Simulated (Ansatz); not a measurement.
# Sr: two-dimensional strain map

The calculation used Ansatz 0.2.0, DFT PBEsol, scalar-relativistic, plane waves, PAW. The runs took a 420 eV cutoff, a Γ-centred 14×14×14 mesh and Gaussian smearing (0.15 eV). No spin polarisation. Energies are free energies at this smearing, counted from the undisturbed cell; pressure is positive in compression.

Reference structure (as given, not relaxed at this level; it stands at -1.1 GPa; this bcc form isn't the usual structure):

```xyz
1
Lattice="-2.4250 2.4250 2.4250 2.4250 -2.4250 2.4250 2.4250 2.4250 -2.4250" Properties=species:S:1:pos:R:3 pbc="T T T"
Sr    0.0000    0.0000    0.0000
```

The cell is strained by p along both x and y and by q along z, fractional coordinates fixed. Points are written (p, q).

Energy above the undisturbed cell in meV/atom (a dash: not computed):

```
 p \ q  -0.030  -0.015  0.000  0.015  0.030
-0.030   -22.0   -20.4  -17.8  -14.5  -10.5
-0.015   -17.9   -14.7  -10.5   -5.6   -0.2
 0.000   -10.4    -5.6    0.0    6.3   13.2
 0.015     0.1     6.3   13.3   21.0   29.2
 0.030    13.3    20.8   29.1   38.1   47.6
```

Pressure in GPa:

```
 p \ q  -0.030  -0.015  0.000  0.015  0.030
-0.030    -0.2    -0.4   -0.6   -0.7   -0.8
-0.015    -0.6    -0.7   -0.9   -1.0   -1.1
 0.000    -0.9    -1.0   -1.1   -1.2   -1.3
 0.015    -1.1    -1.2   -1.3   -1.4   -1.5
 0.030    -1.3    -1.4   -1.5   -1.6   -1.7
```